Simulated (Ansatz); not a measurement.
With DFT-r²SCAN in the program Ansatz with PAW potentials, HfSiO4 in the tetragonal phase (I4_1/amd; Hf on 4a, Si on 4b, O on 16h) relaxes to a = 6.582 Å, c = 5.972 Å. Si has 4 nearest neighbours from 1.62 Å (tetrahedral). Its formation energy from the elements is -3.42 eV/atom, with no fitted shifts.

It is gapped at this level: 6.00 eV (indirect).

The cell was relaxed with r²SCAN under the symmetry of its start. The run is not spin-polarised. The references are the lowest solids computed at this level, not always the standard phases (solids in place of the gases). Scalar-relativistic: spin–orbit coupling is off unless named, which matters more the heavier the elements.

Potentials: the earlier of the program's two PAW sets.
